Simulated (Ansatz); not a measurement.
The elements of this relaxed trial crystal are hidden behind letters.

```
lattice vectors (Å)
   2.6079   -4.9480    0.0000
   2.6079    4.9480    0.0000
   0.0000    0.0000    6.0196
fractional positions
X 0.5000 0.5000 0.0000
Z 0.5000 0.0000 0.3443
Z 0.0000 0.5000 0.6557
Q 0.8233 0.5890 0.8113
Q 0.2234 0.7766 0.5000
Q 0.5890 0.8233 0.1887
Q 0.1767 0.4110 0.8113
Q 0.7766 0.2234 0.5000
Q 0.4110 0.1767 0.1887
```

These are results of DFT PBE, scalar-relativistic, plane waves, PAW in Ansatz, not measurements. The final run on the 9-atom cell used 420 eV, a Γ-centred 6×6×4 mesh, 0.02 eV smearing and no spin polarisation.

* Space group: C222 (No. 21)
* Conventional cell: a = 5.216 Å, b = 9.896 Å, c = 6.020 Å
* Volume per atom: 17.26 Å³
* Density: 3.53 g/cm³
* Energy over the elements: −2.929 eV/atom
* Gap on the 6×6×4 mesh of the 9-atom cell: 4.94 eV

Energies are uncorrected and count from the elements' standard states at the same level.

Problem. X is a d-block element of period 6, Z is a p-block element of period 3 and Q is a p-block element of period 2. Which elements are they?

Solution. X = Hf, Z = Si, Q = O, so the formula is HfSi2O6. Density times volume gives a mean mass of 3.53 × 17.26/1.6605 = 36.7 u per atom, and this set has 36.7 u. Around Hf lie 4 O at 1.95 Å; Si is surrounded by 4 O at 1.63 Å; around O on a site of symmetry 1 lie 1 Si at 1.63 Å and 1 Hf at 1.95 Å; 1 more site not described. Other sets within the hints have nearly the same mass, so mass alone doesn't settle it; this one was computed.

These runs have no spin–orbit coupling, which can matter for Hf. Kohn–Sham gaps at this level usually fall short of measured ones. A later test with randomly moved atoms led to a structure 7 meV/atom lower, so this end is a saddle point or a shallow minimum.
